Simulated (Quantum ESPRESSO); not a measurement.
Space group F-43m (No. 216); a = b = c = 5.607 Å, α = β = γ = 90.00°

| atom | site | symmetry | x | y | z |
|---|---|---|---|---|---|
| Be | 4a | -43m | 0.0000 | 0.0000 | 0.0000 |
| Te | 4d | -43m | 0.7500 | 0.7500 | 0.7500 |
(The calculation used a cell of 2 atoms; values per cell refer to that cell.)

Cell and atoms were relaxed with PBEsol from Materials Project entry mp-252, within its symmetry.

### Question
What does PBE (stringent potentials; Quantum ESPRESSO, PseudoDojo norm-conserving, 107 Ry, without SOC) give for the electronic structure near the Fermi level?

### Answer
The PBE gap is indirect, 1.96 eV, from Γ to X; the smallest direct gap is 3.62 eV. Spin-orbit coupling is left out, which matters for elements this heavy: edges can move by tenths of an eV.
